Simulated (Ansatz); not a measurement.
Space group Ccce:1 (No. 68). a = 6.442 Å, b = 11.437 Å, c = 6.396 Å, α = 90.00°, β = 90.00°, γ = 90.00°
```json
{"atom": "Sn", "site": "16i", "symmetry": "1", "x": "0.3316", "y": "0.3741", "z": "0.8302"}
{"atom": "Pd", "site": "4b", "symmetry": "222", "x": "0.5000", "y": "0.0000", "z": "0.0000"}
```

Equation of state of this Sn4Pd structure (not necessarily the ground state), with shape and atoms relaxed at each volume where symmetry leaves them free. It has no gap at any of these volumes. Computed with DFT PBEsol, scalar-relativistic, plane waves, PAW (Ansatz).

Plane waves to 420 eV, a k mesh through Γ of 6×6×6 on the computed 10-atom cell and Gaussian smearing (0.10 eV); no spin polarisation.

```
V (Å³/atom) E − E(largest V) (meV/atom) P (GPa)
     20.734                        54.03    12.23
     21.440                         9.16     8.26
     22.147                       -19.85     4.98
     22.854                       -35.60     2.25
     23.561                       -40.35     0.00
     24.268                       -36.15    -1.86
     24.975                       -24.59    -3.36
     25.917                         0.00    -4.92
```

Question: Fit a third-order Birch–Murnaghan equation to E(V).

Answer: V0 = 23.56 Å³/atom, B0 = 68 GPa, B0' = 5.5.